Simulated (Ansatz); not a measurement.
TiO (space group C2/m)

```
CELL_PARAMETERS angstrom
      4.60386    -2.06169     0.00000
      4.60386     2.06169     0.00000
     -1.71751     0.00000     5.49664
ATOMIC_POSITIONS crystal
  Ti 0.65216 0.65216 0.32404
  Ti 0.34784 0.34784 0.67596
  Ti 0.66487 0.66487 0.83042
  Ti 0.33513 0.33513 0.16958
  Ti 0.00000 0.00000 0.50000
  O  0.50000 0.50000 0.00000
  O  0.83059 0.83059 0.16809
  O  0.16941 0.16941 0.83191
  O  0.83075 0.83075 0.65839
  O  0.16925 0.16925 0.34161
```

The slice is a (001) plane (indices of the conventional cell) through the point (0.652, 0.652, 0.324) (fractional), spanned by u = [1 -1 0] and v = [110] in vectors of this cell: u (4.12 Å) and v (9.21 Å, at 90° to u). It covers one period; positions are fractions (u, v).

These are PBEsol (plane waves to 420 eV, PAW, scalar-relativistic; Ansatz, a first-principles code) values and carry that method's errors. k mesh 12×12×8. Near the nuclei the fields are pseudised (PAW); where an atom keeps semicore shells as valence, they peak there. TiO is run without spin polarisation and with no Hubbard U. TiO was relaxed with its symmetry unable to fall.

Task: Sketch the electron localisation function (ELF) on this plane as a map.

Result: 
| v \ u | 0.00 | 0.18 | 0.36 | 0.55 | 0.73 | 0.91 |
|---|---|---|---|---|---|---|
| 0.88 | 0.16 | 0.36 | 0.10 | 0.06 | 0.27 | 0.22 |
| 0.75 | 0.19 | 0.18 | 0.21 | 0.27 | 0.20 | 0.17 |
| 0.62 | 0.20 | 0.15 | 0.12 | 0.13 | 0.12 | 0.19 |
| 0.50 | x | 0.73 | 0.61 | x | 0.11 | 0.74 |
| 0.38 | 0.06 | 0.16 | 0.29 | 0.18 | 0.36 | 0.07 |
| 0.25 | 0.29 | 0.20 | 0.17 | 0.19 | 0.21 | 0.24 |
| 0.12 | 0.13 | 0.12 | 0.17 | 0.20 | 0.13 | 0.13 |
| 0.00 | x | 0.38 | 0.82 | x | 0.26 | x |

Values: electron localisation function (ELF). Points within 0.4 Å of a nucleus are blanked (x), as the pseudised field means little there.
